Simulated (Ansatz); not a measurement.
Ge$_{2}$Sb$_{2}$Te$_{5}$ (Ge2Sb2Te5-Kooi type, space group P-3m1)

```yaml
crystal:
  lattice:
    - [4.26626, 0.00000, 0.00000]
    - [-2.13313, 3.69469, 0.00000]
    - [0.00000, 0.00000, 17.61904]
  atoms:
    - { symbol: Te, position: [0.00000, 0.00000, 0.00000] }
    - { symbol: Ge, position: [0.66667, 0.33333, 0.09772] }
    - { symbol: Ge, position: [0.33333, 0.66667, 0.90228] }
    - { symbol: Te, position: [0.33333, 0.66667, 0.19305] }
    - { symbol: Te, position: [0.66667, 0.33333, 0.80695] }
    - { symbol: Sb, position: [0.00000, 0.00000, 0.30821] }
    - { symbol: Sb, position: [0.00000, 0.00000, 0.69179] }
    - { symbol: Te, position: [0.66667, 0.33333, 0.40469] }
    - { symbol: Te, position: [0.33333, 0.66667, 0.59531] }
```

The volume is varied about the relaxed value V₀ at fixed cell shape. The atoms relax within the cell's symmetry.

All values below come from r2SCAN (plane waves to 500 eV, PAW, scalar-relativistic; Ansatz, a first-principles code). k mesh 9×9×2 (Γ-centred), Fermi-Dirac smearing 0.05 eV. Energies are smeared free energies. Compression counts positive. With the shape held, the modulus is that of even scaling; a crystal free to change shape is softer. Ge2Sb2Te5 was relaxed with its symmetry unable to fall. Spin-orbit coupling is left out, though Sb and Te are heavy. The zero of ΔE is the relaxed starting cell.

```tsv
V (Å³/atom)	ΔE (meV/atom)
27.772	withheld
28.286	26.0
28.800	15.9
29.315	8.5
29.829	3.6
30.343	0.9
30.858	0.0
31.372	0.8
31.886	2.9
32.401	6.3
32.915	10.6
33.429	15.7
33.944	21.5
```

Task: Fit a third-order Birch-Murnaghan form (E₀, V₀, B₀, B₀′ free) to the given rows and predict ΔE at V = 27.772.

Result: Least squares on the 12 given rows: ΔE = E₀ + (9V₀B₀/16)·y²·[2 + (B₀′ − 4)y], y = (V₀/V)^(2/3) − 1, with V₀ = 30.859 Å³/atom, B₀ = 29.94 GPa (160.2 GPa = 1 eV/Å³; the term in eV is multiplied by 1000), B₀′ = 8.08, E₀ = 0.05 meV/atom; root-mean-square residual 0.04 meV/atom. At 27.772 the fit gives 39.5 meV/atom; the calculation gives 39.2 meV/atom, so the extrapolation is off by 0.3 (+0.8 %). For the pressure the fit gives 4.77 GPa against the computed 4.61 GPa.

(Under strain, the slope of the energy per volume gives the stress and its curvature an elastic modulus.)
